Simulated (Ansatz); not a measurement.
A generated cell, not matched to a known phase here, of BeCl$_{2}$: P4₂/mnm (No. 136), tP6; a = b = 5.898 Å, c = 3.111 Å, α = β = γ = 90.00°; Be 2a (0.000, 0.000, 0.000); Cl 4g (0.174, 0.174, 0.500). These are PBEsol (plane waves to 420 eV, PAW, scalar-relativistic; Ansatz, a quantum-chemistry and plane-wave program) values and carry that method's errors. Element references, the lowest calculated here: Be (P6₃/mmc), Cl (Cmce); gases are represented by their molecular solids.

**Question.** Give the formation energy of this P4₂/mnm form of BeCl2 from the elements at the level PBEsol.

**Answer.** -1.13 eV/atom.

A lower structure of this composition may exist.

Static energies, no anion corrections, no zero-point energy. Values are rounded to 0.01 eV/atom. Not shown to be the ambient phase of their composition (a lower form may be missing, and a cell relaxed within its start's symmetry can be a saddle point): BeCl2 (P4₂/mnm). The compounds carry no spin polarisation.
